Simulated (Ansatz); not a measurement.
MgTi$_{3}$N (anti-perovskite, Pm-3m) is relaxed with the program Ansatz at the r²SCAN level (PAW). What lattice parameters of the conventional cell result?

a = 4.179 Å.

Is it a metal or does it have a gap at this level?

No gap at this level.

The start of the workflow was typed in or built on a structure type; neither database checked (COD, Materials Project) lists it. Whether it is the stable phase at ambient conditions was not checked. Symmetry was held in the r²SCAN relaxation; whether a distortion lowers the energy is not shown. The workflow began spin-polarised and lost its moments.

Potentials: the earlier of the program's two PAW sets. The files were generated under PBE; for other functionals the program regenerates the frozen cores, and for LDA and PBEsol the local potential too.
